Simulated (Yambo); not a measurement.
One stored BSE kernel of dimension 2304 for a free-standing WS2 monolayer (symmetry P-6m2, slab cell 16.1 Å high) (Yambo, PBEsol bands; 12×12×1 mesh, 4 valence and 4 conduction bands, static screening with 38 bands and a 3 Ry block, scissor 0.94 eV, Tamm-Dancoff, stochastic integration of W near q = 0; broadening 0.1 eV; field along x), solved in several ways.

```json
[
 {"solver": "Haydock, threshold 2 %", "iterations": "19", "largest change of Im α (% of its maximum)": "36", "rough time": "within a factor of two"},
 {"solver": "Haydock, threshold 0.5 %", "iterations": "31", "largest change of Im α (% of its maximum)": "9.6", "rough time": "within a factor of two"},
 {"solver": "Haydock, threshold 0.1 %", "iterations": "49", "largest change of Im α (% of its maximum)": "3.7", "rough time": "within a factor of two"},
 {"solver": "Haydock, threshold 0.005 %", "iterations": "93", "largest change of Im α (% of its maximum)": "0.3", "rough time": "1"},
 {"solver": "SLEPc, lowest 10 states", "iterations": "–", "largest change of Im α (% of its maximum)": "no full spectrum", "rough time": "within a factor of two"},
 {"solver": "SLEPc, lowest 60 states", "iterations": "–", "largest change of Im α (% of its maximum)": "no full spectrum", "rough time": "about 3×"},
 {"solver": "full diagonalisation", "iterations": "–", "largest change of Im α (% of its maximum)": "reference", "rough time": "about 20×"}
]
```

Haydock gives the spectrum without eigenstates, SLEPc the lowest states alone, full diagonalisation everything at a cost that grows as the cube of the dimension. Times include reading the kernel. Times are rough ratios from shared machines. Mesh and scissor weren't tested; the rows compare only with each other.

Spin-orbit coupling is not included.

Geometry relaxed with PBEsol; primitive cell a = b = 3.1456 Å, c = 16.1000 Å, α = β = 90.00°, γ = 120.00°.
